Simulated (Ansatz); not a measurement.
## SiO2 (rutile): energy over volume and axial ratio

SiO$_{2}$ (rutile)

```xyz
6
Lattice="4.1946 0.0000 0.0000 0.0000 4.1946 0.0000 0.0000 0.0000 2.6784" Properties=species:S:1:pos:R:3 pbc="T T T"
Si     0.0000     0.0000     0.0000
Si     2.0973     2.0973     1.3392
O      1.2838     1.2838     0.0000
O      3.3811     0.8135     1.3392
O      0.8135     3.3811     1.3392
O      2.9108     2.9108     0.0000
```

The relaxed cell is deformed in two ways at once: its volume V is scaled, and at that volume it is stretched along z (the c axis of the conventional cell) so that c/a changes. Fractional atomic positions are held.

Computed with PBEsol (plane waves to 420 eV, PAW, scalar-relativistic; Ansatz, a first-principles code). k mesh 8×8×12 (Γ-centred), Fermi-Dirac smearing 0.05 eV. Energies are smeared free energies. Compression counts positive. As the atoms are clamped, bonds stretch with the cell, which overstates energies and stresses. SiO2 was relaxed with its symmetry unable to fall. The zero of ΔE is the relaxed starting cell.

ΔE (meV/atom), with V/V₀ across and (c/a)/(c/a)₀ down:

```tsv
(c/a)/(c/a)₀ \ V/V₀	0.920	0.960	1.000	1.040	1.080
0.960	79.9	30.8	12.9	20.2	48.2
0.980	64.9	18.5	3.1	12.8	42.9
1.000	57.4	13.3	0.0	11.6	43.5
1.020	56.7	14.5	2.9	16.1	49.4
1.040	62.1	21.4	11.1	25.5	60.0
```

σxx (GPa), with V/V₀ across and (c/a)/(c/a)₀ down:

| (c/a)/(c/a)₀ \ V/V₀ | 0.920 | 0.960 | 1.000 | 1.040 | 1.080 |
|---|---|---|---|---|---|
| 0.960 | 24.0 | 8.4 | -4.3 | -14.5 | -22.7 |
| 0.980 | 26.6 | 10.7 | -2.1 | -12.5 | -20.9 |
| 1.000 | 29.2 | 13.1 | 0.0 | -10.6 | -19.2 |
| 1.020 | 31.8 | 15.4 | 2.1 | -8.7 | -17.5 |
| 1.040 | 34.4 | 17.7 | 4.2 | -6.8 | -15.8 |

Read from the data:

The modulus against c/a change at fixed volume, (3/4V)·∂²E/∂(ln c/a)² (fit, atoms clamped) is 228 GPa, an upper bound as the atoms could relax. Lowest place on the grid: V/V₀ = 1.000, (c/a)/(c/a)₀ = 1.000 (0.0 meV/atom). Highest place on the grid: V/V₀ = 0.920, (c/a)/(c/a)₀ = 0.960 (79.9 meV/atom).

(Under strain, the slope of the energy per volume gives the stress and its curvature an elastic modulus.)
